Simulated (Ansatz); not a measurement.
Values for one crystal, relaxed and computed with plane-wave PAW LDA (Ansatz code); other levels are named.

| Item | Result |
|---|---|
| Volume per atom | 35.24 Å³ |
| Band gap | 0.75 eV (indirect) |
| Smallest direct gap on the standard path | 0.98 eV |
| Valence-band maximum | at Γ |
| Hole effective mass | 0.10, 1.4, 1.7 mₑ (principal values) |
| Formation energy from the elements (no fitted shifts) | -0.75 eV/atom |
| Electron effective mass | 0.23 mₑ (isotropic) |

Task: Which of these materials gives this?
A) InP, zinc blende
B) BaIn2Te4, Cccm (Ba on 4b, In on 8l, Te on 8k, Te on 8l)
C) Rb2InAgCl6, Fm-3m (Rb on 8c, In on 4a, Ag on 4b, Cl on 24e)
D) Hg3Te2Br2, I2_13 (Hg on 12b, Te on 8a, Br on 8a)

Result: B, BaIn2Te4, Cccm (Ba on 4b, In on 8l, Te on 8k, Te on 8l)

The workflow started from a Materials Project entry (that database holds measured and hypothetical structures alike); the Crystallography Open Database files this formula in space group No. 66, but the cells were not matched. Its standing as an ambient phase is unchecked. Symmetry was held in the LDA relaxation; its stability against distortions is not shown here. The references are the lowest solids computed at this level, not always the standard phases. Spin–orbit coupling is left out wherever it is not named.

Potentials: the later of the program's two PAW sets.
